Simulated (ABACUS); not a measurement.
A self-consistent single point of HgTe (F-43m, 2 atoms in the cell; from Materials Project mp-2730, changed as shown).

```
HgTe
1.0
    0.00000     3.19188     3.19188
    3.19188     0.00000     3.19188
    3.19188     3.19188     0.00000
Hg Te
1 1
Cartesian
  0.00000   0.00000   0.00000
  1.59594   1.59594   1.59594
```

Method: ABACUS 3.10.1 with LDA (PW92), numerical atomic orbitals TZP (confined pseudo-atomic orbitals with Gaussian additions; energy shift 0.003 Ry), PseudoDojo 0.4 standard norm-conserving LDA (tails mended) pseudopotentials.

ABACUS settings:

- basis = TZP numerical atomic orbitals, energy shift 0.003 Ry
- KPT = Gamma 12 12 12 0 0 0
- basis_type = lcao
- dft_functional = PWLDA
- ecutwfc = 100 Ry
- smearing_method = mp
- smearing_sigma = 0.00734986 Ry
- potentials = PseudoDojo 0.4 standard norm-conserving LDA (tails mended)
- symmetry = 1
- ks_solver = genelpa
- scf_nmax = 100
- scf_thr = 1.0e-07
- mixing_type = pulay

Results:

- Number of valence electrons: 36
- Number of bands: 28
- Number of k-points after the program's reduction: 72
- Size of the basis: 70
- Number of SCF iterations: 9
- Free energy E − TS: -7381.9209 eV
- Fermi level (on the code's own zero): 9.16 eV
- Pressure: 1.50 GPa

Stress (GPa, positive for compression):
```
1.50  0.00  0.00
0.00  1.50  0.00
0.00  0.00  1.50
```

For comparison: a first run was changed to give this one (volume scaled by 0.94), and from it to this one the free energy stays essentially unchanged (within 1 meV/atom) and the pressure goes from -1.43 to 1.50 GPa.

The atom-centred basis is finite, which shifts total energies and pressures against plane waves. The structure comes from a collection of computed structures, made at another level of theory; the collection holds predicted forms beside known ones. Its lattice was then scaled.

Cost on one core: about 14 core-seconds (a rough figure).

The atomic orbitals were generated for these runs; they are not ABACUS's published sets and were checked against plane waves on a few crystals only.

“Tails mended”: in these copies of the files the far tail of each local potential was reset to the Coulomb form.
